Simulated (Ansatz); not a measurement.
NbSe2I2:
```xyz
10
Lattice="3.4905 5.9443 0.0000 -3.4905 5.9443 0.0000 -2.2307 0.0000 6.8035" Properties=species:S:1:pos:R:3 pbc="T T T"
Nb     0.0000    10.4356     0.0000
Nb     0.0000     1.4530     0.0000
Se     1.1599     5.9443     4.6360
Se    -3.3906     5.9443     2.1676
Se    -0.7149     5.9443     5.9523
Se    -1.5158     5.9443     0.8513
I     -3.4959     8.3655     5.1838
I      1.2653     3.5230     1.6197
I      1.2653     8.3655     1.6197
I     -3.4959     3.5230     5.1838
```

Relaxed with LDA. Special points in fractions of this cell's reciprocal vectors: Γ (0.000, 0.000, 0.000); Y (0.500, 0.500, 0.000); M (0.500, 0.500, 0.500); A (0.000, 0.000, 0.500); L2 (0.000, 0.500, 0.500); V2 (0.000, 0.500, 0.000).

Task: List the band energies nearest the valence-band maximum at these points for DFT-LDA with spin–orbit coupling in the program Ansatz with PAW potentials.

Result: In eV from the valence-band maximum; about four levels below and three above (degenerate sets whole), none deeper than 8.9 eV; points with the same levels are listed once.

```json
[
 {"k": "Γ", "below": "-0.39 -0.39 -0.34 -0.34", "above": "0.84 0.84 1.69 1.69"},
 {"k": "Y", "below": "-0.47 -0.47 -0.38 -0.38", "above": "0.77 0.77 1.80 1.80"},
 {"k": "M", "below": "-0.85 -0.85 -0.11 -0.11", "above": "0.76 0.76 1.56 1.56"},
 {"k": "A", "below": "-0.62 -0.62 -0.21 -0.21", "above": "1.23 1.23 1.66 1.66"},
 {"k": "L2", "below": "-0.77 -0.77 -0.15 -0.15", "above": "1.00 1.00 1.42 1.42"},
 {"k": "V2", "below": "-0.89 -0.89 -0.01 -0.01", "above": "1.38 1.38 1.54 1.54"}
]
```

Space group C2/m. The first step of the workflow began from a Materials Project structure, measured or hypothetical; the Crystallography Open Database copy checked does not list it. Its standing as an ambient phase is unchecked. The LDA relaxation kept the symmetry of its start; whether a distortion lowers the energy is not shown. The run is not spin-polarised. A crystal of weakly bound layers computed without a dispersion correction: the cell and the soft elastic constants depend strongly on that.

Potentials: the later of the program's two PAW sets.
